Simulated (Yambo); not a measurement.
Quantum ESPRESSO input (LDA, PseudoDojo standard norm-conserving files, scalar-relativistic) whose wavefunctions are converted with p2y:

```
&CONTROL
  calculation = 'nscf'
  pseudo_dir = './pseudo'
  outdir = './out'
/
&SYSTEM
  ibrav = 0
  nat = 2
  ntyp = 2
  ecutwfc = 80.0
  ecutrho = 320.0
  occupations = 'fixed'
  force_symmorphic = .true.
  nbnd = 114
/
&ELECTRONS
  conv_thr = 2e-09
  diago_full_acc = .true.
  diago_thr_init = 1e-08
/
ATOMIC_SPECIES
Ga 69.7230 Ga.upf
As 74.9216 As.upf
CELL_PARAMETERS angstrom
  0.000000000000   2.800294970000   2.800294970000
  2.800294970000   0.000000000000   2.800294970000
  2.800294970000   2.800294970000   0.000000000000
ATOMIC_POSITIONS crystal
Ga   0.000000000000   0.000000000000   0.000000000000
As   0.750000000000   0.750000000000   0.750000000000
K_POINTS automatic
2 2 2 0 0 0
```

Yambo's initialisation report on symmetry, reciprocal space, the k grid and the gaps on this mesh:

```
  [02.02] Symmetries
  ==================

  Inversion symmetry    : yes
  Spatial inversion     : no
  Inversion index       :  25
  K-space Time-reversal : yes
  Magnetic symmetries   : no
  Time-reversal derived K-space symmetries:   25   48
  Group table correct   : yes
  Symmetries units      :  [cc]

  [02.03] Reciprocal space
  ========================

  nG shells         :  305
  nG charge         :  28643
  nG WFs            :   4283
  nC WFs            :   3600
  G-vecs. in first 30 shells:  [ Number ]
     1    9   15   27   51   59   65   89  113
    137   169   181   229   259   283   307   331   339
    387   411   459   531   537   561   609   645   701
    725   749   821
  ...
  Shell energy in first 30 shells:  [ mHa ]
    0.00000      528.671      704.895      1409.79      1938.46      2114.69      2819.58      3348.25      3524.48
    4229.37      4758.04      5639.16      6167.83      6344.06      7048.95      7577.62      7753.85      8458.74
    8987.41      9163.64      9868.53      10397.2      11278.3      11807.0      11983.2      12688.1      13216.8
    13393.0      14097.9      14626.6
  ...

  [02.04] K-grid lattice
  ======================

  Compatible Grid is   : 3D
  Base K vectors       :  K_min[ 1 ]  K_min[ 2 ]  K_min[ 3 ]
  K_min[ 1 ] : -0.500000  0.000000  0.000000 [rlu]
  K_min[ 2 ] :  0.000000  0.000000 -0.500000 [rlu]
  K_min[ 3 ] :  0.000000 -0.500000  0.000000 [rlu]
  Grid dimensions      :  2  2  2
  K lattice UC volume  :  0.104619 [a.u.]

  IBZ K-points                                      :  3
  BZ  K-points                                      :   8

  K/Q-points units:
  rlu = crystal or reduced units; cc = cartesian coordinates; iku = interal k-units

  K [1]          [rlu]:  0.000000  0.000000  0.000000
         WF components:   3527
  K [2]          [rlu]:  0.000000  0.000000 -0.500000
         WF components:   3600
  K [3]          [rlu]:  0.000000 -0.500000 -0.500000
         WF components:   3572

  [02.05] Energies & Occupations
  ==============================

  [X] === General ===
  [X] Electronic Temperature                        :  0.000000  0.000000 [eV K]
  [X] Bosonic    Temperature                        :  0.000000  0.000000 [eV K]
  [X] Finite Temperature mode                       : no
  [X] El. density                                   :  0.63755E+24 [cm-3]
  [X] Fermi Level                                   :  8.892365 [eV]

  [X] === Gaps and Widths ===
  [X] Conduction Band Min                           :  0.492778 [eV]
  [X] Valence Band Max                              :  0.000000 [eV]
  [X] Filled Bands                                  :  14
  [X] Empty Bands                                   :   15  114
  [X] Direct Gap                                    :  0.492778 [eV]
  [X] Direct Gap localized at k                     :  1
  [X] Indirect Gap                                  :  0.492778 [eV]
  [X] Indirect Gap between kpts                     :  1  1
  [X] Last valence band width                       :  2.783259 [eV]
  [X] 1st conduction band width                     :  0.812086 [eV]
```
The gaps are LDA values on this mesh alone; only operations without fractional translations are kept.

Spin-orbit coupling is not included.

Geometry relaxed with LDA.
